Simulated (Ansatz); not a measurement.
Tc (hcp (Mg type), P6_3/mmc) under volume change, DFT-PBEsol in the program Ansatz with PAW potentials, shape and atoms relaxed at each volume.

```json
[
 {"V (Å³/atom)": "12.743", "E − E(relaxed) (meV/atom)": "137.5", "P (GPa)": "38.04"},
 {"V (Å³/atom)": "13.163", "E − E(relaxed) (meV/atom)": "57.7", "P (GPa)": "23.25"},
 {"V (Å³/atom)": "13.584", "E − E(relaxed) (meV/atom)": "13.6", "P (GPa)": "10.68"},
 {"V (Å³/atom)": "14.004", "E − E(relaxed) (meV/atom)": "0.0", "P (GPa)": "0.00"},
 {"V (Å³/atom)": "14.424", "E − E(relaxed) (meV/atom)": "12.2", "P (GPa)": "-9.06"},
 {"V (Å³/atom)": "14.844", "E − E(relaxed) (meV/atom)": "46.3", "P (GPa)": "-16.74"},
 {"V (Å³/atom)": "15.264", "E − E(relaxed) (meV/atom)": "98.9", "P (GPa)": "-23.23"}
]
```

Task: What does a third-order Birch–Murnaghan fit give for V₀, B₀ and B′?

Result: V₀ = 14.00 Å³/atom, B₀ = 327 GPa, B′ = 4.4.

The PBEsol relaxation kept the symmetry of its start. No spin polarisation was allowed.

Potentials: the later of the program's two PAW sets.
